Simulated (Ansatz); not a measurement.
## One slab under several functionals: bcc Cr (110), 6 layers

All-electron LAPW in Ansatz 0.2.0, scalar-relativistic, no spin–orbit coupling; ferromagnetic start. Each functional has its own bulk lattice constant and relaxed 1×1 slab, with 16 to 20 Å of vacuum and a dipole correction.

```tsv
functional	area (Å²)	γ (J/m²)	Φ (eV)	Δd12 (%)
PBEsol	5.60	3.59	?	-4.3
PBE	5.74	?	4.79	-4.5
```

Task: Fill in "γ (J/m²)" for the row "PBE".

Result: 3.23.

Task: What belongs in the row "PBEsol", column "Φ (eV)"?

Result: 4.93.
